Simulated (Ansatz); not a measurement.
**Ca (Im-3m), clamped-ion strain scan**

Computed with Ansatz, DFT r2SCAN, scalar-relativistic, plane waves, PAW. Cutoff 500 eV, Γ-centred 16×16×16 k-points, Gaussian smearing of 0.15 eV. No spin polarisation. Energies are free energies at this smearing, counted from the undisturbed cell; pressure is positive in compression.

The starting cell (as given, not relaxed at this level; it stands at -0.6 GPa; this bcc form isn't the usual structure):

```
Ca
1.0
    -2.24000    2.24000    2.24000
     2.24000   -2.24000    2.24000
     2.24000    2.24000   -2.24000
Ca
1
Direct
  0.00000 0.00000 0.00000
```

The cell is strained by ε times the Voigt pattern (0, 1, 0, 0, 0, 0) (xx, yy, zz, yz, xz, xy; engineering shear) with fractional coordinates fixed. The cell is metallic on the mesh throughout.

```csv
ε,ΔE (meV/atom)
-0.0400,-3.2
-0.0300,-3.2
-0.0200,-2.6
-0.0100,-1.5
0.0000,0.0
0.0100,2.0
0.0200,4.4
0.0300,7.2
0.0350,8.8
0.0400,10.4
```

(1) Predict the stress summed along the pattern (GPa, tension positive) at each point.

Answers

(1)
```
      ε  stress summed along the pattern (GPa, tension positive)
-0.0400                                                    -0.09
-0.0300                                                     0.10
-0.0200                                                     0.29
-0.0100                                                     0.46
 0.0000                                                     0.63
 0.0100                                                     0.79
 0.0200                                                     0.93
 0.0300                                                     1.07
 0.0350                                                     1.14
 0.0400                                                     1.20
```